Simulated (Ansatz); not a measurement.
An ordered 8-atom cell of LaGa3N4 on the wurtzite lattice (P3m1) at its r2SCAN geometry, run in the plane-wave code Ansatz at 3 levels of theory. All values are calculated for a non-magnetic cell, which may be hypothetical.

The PBE+SOC input:
```yaml
crystal:
  lattice:
    - [3.3330623007, 0.0, 0.0]
    - [-1.6665311504, 2.8865166248, 0.0]
    - [0.0, 0.0, 11.2289916907]
  atoms:
    - { symbol: Ga, position: [0.3333333333, 0.6666666667, 0.0262458715] }
    - { symbol: Ga, position: [0.3333333333, 0.6666666667, 0.4757321576] }
    - { symbol: Ga, position: [0.6666666667, 0.3333333333, 0.2507614379] }
    - { symbol: La, position: [0.6666666667, 0.3333333333, 0.7500925218] }
    - { symbol: "N", position: [0.3333333333, 0.6666666667, 0.20093269] }
    - { symbol: "N", position: [0.3333333333, 0.6666666667, 0.6478018789] }
    - { symbol: "N", position: [0.6666666667, 0.3333333333, 0.4258709874] }
    - { symbol: "N", position: [0.6666666667, 0.3333333333, 0.9725624548] }
kpoints:
  mp_grid: { grid: [12, 12, 2] }
  band_path:
    path:
      - [0.0, 0.0, 0.0]
      - [0.5, 0.0, 0.0]
      - [0.3333333333, 0.3333333333, 0.0]
      - [0.0, 0.0, 0.5]
      - [0.5, 0.0, 0.5]
      - [0.3333333333, 0.3333333333, 0.5]
    npoints: 1
hamiltonian:
  xc: pbe
scf:
  occupations: { method: fermi_dirac, width: 0.02 }
  n_extra_bands: 12
magnetization:
  noncollinear: true
  spin_orbit: true
output:
  forces: true
  stress: true
  eigenvalues: true
```

Main results, then, where recorded, the levels near the gap in eV from the Fermi energy (columns number the bands from 0), one row a point of the path (Γ, M, K, A, L, H):
```
Crystal: 8 atoms, lattice volume = 108.033 Å³
Symmetry: 6 space group operations + 6 with time reversal
Magnetic group: BNS 156.50 (UNI 1280)
```
```
Basis set: ecut = 420 eV, 2149 PW (Γ)
Bands: 82, of which v1, the nominal top of the filled ones, is band 70 counted from 1 (69 counted from 0)
k-points: 38 of 288 (time reversal used)
Free energy (F): -19144.173570 eV
Fermi energy:    10.682869 eV
--- Forces (eV/Å), atoms counted from 1 ---
  atom   1  Ga      0.00000      0.00000    -0.13456
  atom   2  Ga      0.00000      0.00000    -0.05554
  atom   3  Ga      0.00000      0.00000    -0.07274
  atom   4  La      0.00000      0.00000      0.14923
  atom   5  N       0.00000      0.00000      0.07644
  atom   6  N       0.00000      0.00000      0.17456
  atom   7  N       0.00000      0.00000      0.06520
  atom   8  N       0.00000      0.00000    -0.20248
--- Stress (GPa, compression-positive) ---
        4.083091       0.000000       0.000000
        0.000000       4.083091       0.000000
        0.000000       0.000000       4.064294
  P = ⅓ Tr σ = 4.0768 GPa (40.768 kbar)
```
```tsv
band_60	band_61	band_62	band_63	band_64	band_65	band_66	band_67	band_68	band_69	band_70	band_71	band_72	band_73	band_74	band_75
-1.263	-1.263	-1.245	-1.245	-1.211	-1.211	-0.908	-0.908	-0.894	-0.894	0.408	0.408	1.814	1.814	2.358	2.358
-2.794	-2.794	-1.907	-1.907	-1.846	-1.846	-1.511	-1.511	-1.134	-1.134	1.204	1.204	2.688	2.688	3.262	3.262
-2.829	-2.809	-2.651	-2.572	-2.285	-2.240	-2.017	-2.010	-0.427	-0.418	2.039	2.157	2.350	2.556	3.093	3.103
-1.295	-1.295	-1.276	-1.276	-1.006	-1.006	-0.892	-0.892	-0.879	-0.879	0.672	0.672	1.397	1.397	2.288	2.288
-2.526	-2.526	-2.192	-2.192	-1.783	-1.783	-1.502	-1.502	-1.365	-1.365	1.297	1.297	2.854	2.854	3.266	3.266
-3.125	-3.104	-2.472	-2.395	-2.148	-2.026	-1.527	-1.522	-0.620	-0.610	2.115	2.224	2.341	2.552	3.064	3.073
```

PBE+SOC gives an indirect gap of 0.83 eV, from K to Γ; the least direct gap is 1.30 eV at Γ.

r2SCAN. Against the first input these blocks differ (the band path and keys that only write files left aside):
```yaml
hamiltonian:
  xc: r2scan
scf:
  occupations: { method: fixed }
  n_extra_bands: 6
```
(magnetization left out)

```
Basis set: ecut = 500 eV, 2705 PW (Γ)
Bands: 41, of which v1, the nominal top of the filled ones, is band 35 counted from 1 (34 counted from 0)
k-points: 38 of 288 (time reversal used)
Free energy (F): -19179.666572 eV
Fermi energy:    10.091613 eV
--- Forces (eV/Å), atoms counted from 1 ---
  atom   1  Ga      0.00000      0.00000    -0.00006
  atom   2  Ga      0.00000      0.00000    -0.00018
  atom   3  Ga      0.00000      0.00000    -0.00005
  atom   4  La      0.00000      0.00000      0.00004
  atom   5  N       0.00000      0.00000    -0.00002
  atom   6  N       0.00000      0.00000      0.00029
  atom   7  N       0.00000      0.00000      0.00001
  atom   8  N       0.00000      0.00000      0.00009
--- Stress (GPa, compression-positive) ---
       -0.006545       0.000000       0.000000
        0.000000      -0.006545       0.000000
        0.000000       0.000000      -0.003766
  P = ⅓ Tr σ = -0.0056 GPa (-0.056 kbar)
```
```tsv
band_30	band_31	band_32	band_33	band_34	band_35	band_36	band_37
-0.880	-0.880	-0.834	-0.530	-0.530	1.152	2.597	3.170
-2.482	-1.562	-1.501	-1.158	-0.766	1.874	3.470	4.164
-2.524	-2.289	-1.923	-1.682	0.000	2.815	3.186	3.935
-0.915	-0.915	-0.596	-0.513	-0.513	1.392	2.172	3.108
-2.191	-1.869	-1.422	-1.127	-1.023	1.964	3.640	4.164
-2.802	-2.105	-1.736	-1.188	-0.191	2.884	3.176	3.902
```

With r2SCAN the valence top lies at K and the conduction bottom at Γ, 1.15 eV higher; the smallest vertical gap, at Γ, is 1.68 eV. The mean stress is close to zero (-0.01 GPa).

**Question.** In the first input these blocks are replaced (the band path and keys that only write files left aside):
```yaml
kpoints:
  mp_grid: { grid: [6, 6, 2] }
hamiltonian:
  xc: hse06
scf:
  occupations: { method: fixed }
  n_extra_bands: 6
```
(magnetization left out)
What comes out?

**Answer.**
```
Basis set: ecut = 420 eV, 2149 PW (Γ)
Bands: 41, of which v1, the nominal top of the filled ones, is band 35 counted from 1 (34 counted from 0)
k-points: 14 of 72 (time reversal used)
Exchange kernel: α = 0.2500, screened, ω = 0.2079 Å⁻¹, Wigner–Seitz truncation, v(0) = 1045.2808 eV·Å³, q-mesh 6×6×2
hybrid outer 1: dexx = +5.171e-2 eV, tail = 1.49e-4 eV
hybrid outer 2: dexx = +3.508e-6 eV, tail = 6.67e-8 eV, Δε = 4.41e-3 eV, ΔF = 7.42e-3 eV/Å
Free energy (F): -19144.244371 eV
Fermi energy:    9.603904 eV
--- Forces (eV/Å), atoms counted from 1 ---
  atom   1  Ga      0.00000      0.00000      0.06441
  atom   2  Ga      0.00000      0.00000    -0.05058
  atom   3  Ga      0.00000      0.00000      0.01209
  atom   4  La      0.00000      0.00000    -0.23753
  atom   5  N       0.00000      0.00000    -0.01980
  atom   6  N       0.00000      0.00000      0.36545
  atom   7  N       0.00000      0.00000    -0.01700
  atom   8  N       0.00000      0.00000    -0.11747
--- Stress (GPa, compression-positive) ---
       -0.041655       0.000000       0.000000
        0.000000      -0.041655       0.000000
        0.000000       0.000000      -0.925678
  P = ⅓ Tr σ = -0.3363 GPa (-3.363 kbar)
```
```tsv
band_30	band_31	band_32	band_33	band_34	band_35	band_36	band_37
-0.891	-0.888	-0.888	-0.518	-0.518	1.807	3.562	4.071
-2.585	-1.627	-1.604	-1.214	-0.830	2.622	4.350	5.301
-2.666	-2.433	-1.982	-1.857	0.000	3.486	3.790	5.374
-0.922	-0.922	-0.649	-0.501	-0.501	2.074	2.958	4.343
-2.302	-1.951	-1.510	-1.230	-1.060	2.734	4.503	5.230
-2.927	-2.231	-1.808	-1.307	-0.204	3.567	3.772	5.291
```
With HSE06 the valence top lies at K and the conduction bottom at Γ, 1.81 eV higher; the smallest vertical gap, at Γ, is 2.32 eV. With the atoms held, the mean pressure is -0.3 GPa (compression positive). (The program warns that its thresholds are loose for a hybrid's stress.)

Small level splittings and stresses of the hybrids carry the error of their coarser meshes.

Totals of different functionals, or with and without spin-orbit coupling, can't be compared.

Only the levels marked +SOC include spin-orbit coupling.
